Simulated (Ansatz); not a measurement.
BAs:
```
CELL_PARAMETERS angstrom
      0.00000     2.36593     2.36593
      2.36593     0.00000     2.36593
      2.36593     2.36593     0.00000
ATOMIC_POSITIONS crystal
  B  0.75000 0.75000 0.75000
  As 0.00000 0.00000 0.00000
```

Relaxed with LDA.

Give the optical modes at the zone centre with their infrared and Raman activity from DFPT, LDA in the plane-wave PAW code Ansatz.

Transverse frequencies, without the LO–TO term; a row sums one degenerate level.

```csv
ω (cm⁻¹),degeneracy,IR ((D/Å)²/amu),Raman (Å⁴/amu),activity,symmetry
700,3,2.13,1300,IR+Raman,T2
```

How high does the top mode go among those that the LO–TO term moves?

704 cm⁻¹ for q along x.

Space group F-43m (zinc blende). The LDA relaxation kept the symmetry of its start.

Potentials: the earlier of the program's two PAW sets. The files were generated under PBE; for other functionals the program regenerates the frozen cores, and for LDA and PBEsol the local potential too.
